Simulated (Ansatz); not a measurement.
How far is PAW off for Bi?

```yaml
crystal:
  lattice:
    - [2.22660, 1.28553, 3.87328]
    - [-2.22660, 1.28553, 3.87328]
    - [0.00000, -2.57105, 3.87328]
  atoms:
    - { symbol: Bi, position: [0.23389, 0.23389, 0.23389] }
    - { symbol: Bi, position: [0.76611, 0.76611, 0.76611] }
```

Atom numbers follow the list: Bi1, Bi2.

Structure: COD 9009658, as refined from experiment and not relaxed. The listed cell was then made from it by scaling, straining or moving an atom.

No spin–orbit coupling, which matters for the heavy atoms here.

All numbers are computed: DFT, PBEsol, PAW with Ansatz's default frozen-core files, scalar-relativistic (Ansatz 0.2.0); DFT, PBEsol, all-electron PAW with datasets made for the crystal, scalar-relativistic (Ansatz 0.2.0); DFT, PBEsol, all-electron LAPW, scalar-relativistic (Ansatz 0.2.0).

For PAW: a Γ-centred 10×10×10 k mesh, Fermi–Dirac smearing of 0.03 eV, cutoff 420 eV, no spin polarisation; the PAW files were made with PBE, and the program remakes their frozen cores for this functional. The crystal-made all-electron datasets (AE datasets) take a cutoff of 260 eV at this cell. LAPW targets a basis error of 0.5 meV/atom. The Ansatz runs share mesh, smearing and spin set-up. Plane-wave (PAW) pressures include the program's estimate of the Pulay term.

Stress and pressure are positive in compression.

The change that made this cell: volume scaled by 0.94.

Spin–orbit coupling is left out, which moves gradients at and beside heavy atoms by some per cent and at worst by a factor of two.

In a metal, gradients converge slowly with the k mesh: the values move by tens of per cent from one mesh to another, at times in sign, so only the comparison on one mesh counts.

| quantity | PAW | AE datasets | LAPW |
| --- | --- | --- | --- |
| pressure (GPa) | 2.67 | 2.69 | 2.69 |
| stress xx (GPa) | 2.84 | 2.86 | 2.86 |
| stress zz (GPa) | 2.33 | 2.35 | 2.35 |
| force on Bi1, z (eV/Å) | 0.415 | 0.416 | 0.416 |
| field gradient Vzz at Bi1 (10²¹ V/m²) | -3.14 | -3.13 | – |

PAW's pressure differs from the LAPW value by -0.02 GPa. Datasets made for the crystal and LAPW share parts of one code, so their agreement isn't an independent check.
